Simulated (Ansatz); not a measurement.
# MnTlCl₃: strain energy, fitted

MnTlCl₃, Pm-3m, a = 4.948 Å. The structure is a Materials Project entry; whether it is the stable form wasn't checked. Ansatz: PBEsol, PAW, 420 eV, Γ-centred 6×6×6 mesh on 5 atoms, Gaussian smearing 0.02 eV; collinear spin, largest moment 4.3 μB. Series: equal strain along all axes, cell held, atoms fixed by symmetry; x is the strain in per cent. y is the free energy over the unstrained cell, V0 = 24.225 Å³/atom.

| x (%) | y (meV/atom) |
| --- | --- |
| -6.0 | ? |
| -4.0 | 49.16 |
| -2.0 | 11.98 |
| 0.0 | 0.00 |
| 2.0 | 10.32 |
| 4.0 | 38.50 |
| 6.0 | 80.84 |

Q: Fit y = c2 x² + c3 x³ to the other rows, turn c2 into a modulus, and predict the missing energy.

A: Least squares on the rows shown. y = 2.7435 x² − 0.083084 x³. In eV per unit strain² c2 is 27.44; the stiffness is B for this strain (E = 9/2 B V0 ε², shape held): 2 × 27.44 × 160.2 / (9 × 24.225) = 40 GPa. At x = -6.0 the fit asked for gives 116.71 meV/atom. The run gave 114.91 meV/atom, so the fit is 1.80 meV/atom too high, 1.6 % of the span of the series, against an rms of 0.16 meV/atom on the fitted rows. The row lies outside the fitted range. With a term in x⁴ added, a fit to the same known rows predicts 116.67 meV/atom, no real gain.

The cell holds one magnetic atom, so it can only be ferromagnetic; an antiferromagnetic order may lie lower. Where the gap has closed, the smearing of 0.02 eV or less is narrow for a metal on this mesh. Spin–orbit coupling is left out, which can shift energies with elements as heavy as these.

Symmetry holds off the tilts and polar distortions that many cubic perovskites undergo.

Cost: 7 runs of about 1.9 core-minutes in all, on Arm Neoverse V1 (shared hosts).